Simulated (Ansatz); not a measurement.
Method: DFT PBE, scalar-relativistic, plane waves, PAW in Ansatz. All cells share a 420 eV cutoff and Γ-centred k meshes spaced at most about 0.3 Å⁻¹ (about 0.25 or finer for metals, 2π included). Collinear spin in cells that started with moments and kept them past the coarse steps, no spin elsewhere.

Temperature and zero-point effects are left out.

Two forms of FePt₂ were relaxed alike.

A. (site moments Fe 3.1 (×2); Pt 0.4 (×4) μB)

```
Fe Pt
1.0
     4.78678    0.00000    0.00000
    -2.39339    4.14547    0.00000
     0.00000    0.00000    4.44557
Fe Pt
2 4
Direct
  0.66667 0.33333 0.50000
  0.33333 0.66667 0.50000
  0.65929 0.00000 0.00000
  0.34071 0.34071 0.00000
  0.00000 0.65929 0.00000
  0.00000 0.00000 0.50000
```

B. (site moments Fe 3.1; Pt 0.3 (×2) μB)

```
Fe Pt
1.0
    -1.37812    1.37812    5.75460
     1.37812   -1.37812    5.75460
     1.37812    1.37812   -5.75460
Fe Pt
1 2
Cartesian
  0.0000 0.0000 5.7546
  0.0000 0.0000 9.6972
  0.0000 0.0000 1.8120
```

Question: Which form is favoured at zero pressure, and by what margin per atom?

Answer: B is lower, by 67 meV/atom. A has Fe and Pt ordered on hcp sites, space group P-62m (No. 189), 14.7 Å³/atom and no gap on its mesh; B has Fe and Pt ordered on fcc sites, space group I4/mmm (No. 139), 14.6 Å³/atom and no gap. Counting all near atoms (those within 1.25 times the shortest distance at each site), A and B both have Fe 12, Pt 12. Both come from invented guesses.

These runs have no spin–orbit coupling, which can matter for Pt. The magnetic state reached may not be the lowest. Cells relaxed within their symmetry can be saddle points. Some candidate types were left out of the draw beforehand, so a known form may be missing.
